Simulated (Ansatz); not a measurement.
Ansatz input

```yaml
crystal:
  lattice:
    - [-1.7171672348, 1.7171672348, 1.7171672348]
    - [1.7171672348, -1.7171672348, 1.7171672348]
    - [1.7171672348, 1.7171672348, -1.7171672348]
  atoms:
    - { symbol: Se, position: [0.0, 0.0, 0.0] }
hamiltonian:
  xc: r2scan
  pseudopotentials:
    kind: paw
    azcp:
      Se: "pseudopotentials/Se.paw.azcp"
basis:
  ecutwfc: 500
  fft_grid_basis: typed
kpoints:
  mp_grid: { grid: [15, 15, 15], shift: [0, 0, 0] }
magnetization:
  spin_polarized: false
scf:
  occupations: { method: fermi_dirac, width: 0.1 }
  lower_state_search: "off"
output:
  stress: true
```

Terminal output

```
Engine: ansatz 0.2.0, x86_64-unknown-linux-gnu
Pseudopotentials: kind: paw
Pseudopotential: Se, paw, valence charge 16, recommended cutoff 500 eV (meta_gga) 
Functional definition: r2SCAN
  parameter k0 = 0.174
  parameter k1 = 0.065
  parameter a1 = 4.9479
  exchange = r2scan_x(k0 = k0, k1 = k1, a1 = a1)
  correlation = r2scan_c
Crystal: 1 atoms, lattice volume = 20.253 Å³
Basis set: ecut = 500 eV, 531 PW (Γ), exchange–correlation on 96×96×96 points (64 copies of the dense FFT grid, shifted against one another)
Bands: 12, of which v1, the nominal top of the filled ones, is band 8 counted from 1 (7 counted from 0)
Symmetry: 48 space group operations
Space group: Im-3m (ITA 229), of the structure as read, at distance tolerance 2.7e-5 Å
k-points: 120 of 3375
Non-local potential: Se, projectors of the file, l = 0: 2, l = 1: 2, l = 2: 3, l = 3: 1
PAW form: soft (Blöchl's): semilocal exchange-correlation on the pseudo side does not see the compensation charge
PAW frozen core: Se, regenerated for the run's functional (the file was generated under x = pbe(κ = 0.804, μ = 0.2195149727645171), c = pbe(β = 0.06672455060314922))
PAW one-centre angular grid: Se, 590 points (default); XC on 160 Gauss nodes
Initial density: superposition of atomic densities (neutral atoms: chi_scale 0, normalization atom), corrected by the library's trained network
Initial wavefunctions: pseudopotential atomic-orbital guess
Functional: x = r2scan, c = r2scan; τ floored in thin density (d = 2e-4 eV/Å³)
SCF iter   1: F=-5477.411052 eV  HF=-5477.401974 eV  |F-HF|=9.08e-3  |Δ(HF+E_count)|=         —  Δρ=2.67e-3  dr2=1.07e-3  dr2_τ=9.74e-4  ethr=1.77e-3  ⟨swp⟩=5.1  Hψ=8846  notcnv=0
SCF iter   2: F=-5477.412214 eV  HF=-5477.411646 eV  |F-HF|=5.68e-4  |Δ(HF+E_count)|=   9.67e-3  Δρ=2.18e-3  dr2=6.98e-4  dr2_τ=1.35e-5  ethr=6.68e-6  ⟨swp⟩=2.0  Hψ=4317  notcnv=0  defer=3
SCF iter   3: F=-5477.412282 eV  HF=-5477.412163 eV  |F-HF|=1.19e-4  |Δ(HF+E_count)|=   5.17e-4  Δρ=1.08e-3  dr2=1.88e-4  dr2_τ=4.16e-6  ethr=4.36e-6  ⟨swp⟩=1.8  Hψ=2230  notcnv=0  defer=3
SCF iter   4: F=-5477.412299 eV  HF=-5477.412297 eV  |F-HF|=1.46e-6  |Δ(HF+E_count)|=   1.35e-4  Δρ=1.34e-4  dr2=3.15e-6  dr2_τ=6.29e-8  ethr=1.18e-6  ⟨swp⟩=2.0  Hψ=2279  notcnv=0  defer=3
SCF iter   5: F=-5477.412299 eV  HF=-5477.412299 eV  |F-HF|=2.04e-8  |Δ(HF+E_count)|=   1.76e-6  Δρ=2.26e-5  dr2=7.20e-8  dr2_τ=9.17e-10  ethr=1.97e-8  ⟨swp⟩=3.0  Hψ=2483  notcnv=0  defer=3
SCF iter   6: F=-5477.412299 eV  HF=-5477.412299 eV  |F-HF|=3.05e-9  |Δ(HF+E_count)|=   6.94e-9  Δρ=4.96e-6  dr2=2.93e-9  dr2_τ=9.28e-11  ethr=4.50e-10  ⟨swp⟩=2.0  Hψ=5199  notcnv=0
SCF 1 converged in 6 iterations: F = -5477.412299 eV  dr2 = 2.93e-9
SCF converged after 6 iterations
Free energy (F): -5477.412299 eV
Harris-Foulkes:  -5477.412299 eV  (|F-HF|=3.05e-9)
Internal energy: -5477.383017 eV  (E = F + TS)
E sigma→0 (E₀):  -5477.397658 eV
Entropy (-TS):   -0.029282 eV (-29.282 meV/atom)
Fermi energy:    10.992792 eV
--- Per-component energies (eV) ---
  E_band       = -356.586220
  E_kinetic    = 116.852350
  E_local      = -2059.679919  (includes V_loc(G=0)·N_el)
  E_nonlocal   = -593.586080
  E_hartree    = 1037.232709
  E_xc         = -97.243703
  E_vxc        = -104.558658  (∫ρ·V_xc dr)
  E_paw        = -1926.072643  (= ΣΔE_a)
  E_vpaw       = 204.679504  (= ΣTr[D̂ρ^β])
  E_aug_tail   = -0.000202  (compensation charges beyond the density's cutoff)
  E_vtau       = 5.241775  (kinetic-family band-sum trace: ∫τ·v_τ [+ j·A + Jᵃ·Aᵃ] dr)
  E_ewald      = -1953.120760
  E_core_change = -1.764770  (= ΣΔE_core)
  E_smearing   = -0.029282  (= −TS)
  E_closure    = 0.000000  (closes the sum)
  Σ components = -5477.412299   (vs F -5477.412299, Δ=0.00e0)
--- Stress (GPa, compression-positive) ---
        0.427236       0.000000       0.000000
       -0.000000       0.427236      -0.000000
        0.000000       0.000000       0.427236
  P = ⅓ Tr σ = 0.4272 GPa (4.272 kbar)
```

Command:

```sh
ansatz run input.yaml --threads 1 --pin off --max-ram 3584MiB --backend cpu --events-out ev --progress --plain --runs-dir out
```

On 1 thread of Intel(R) Xeon(R) Platinum 8259CL CPU @ 2.50GHz (Skylake/Cascade Lake) (shared host) this took about 9.2 s of wall time and 7.4 s of CPU time.
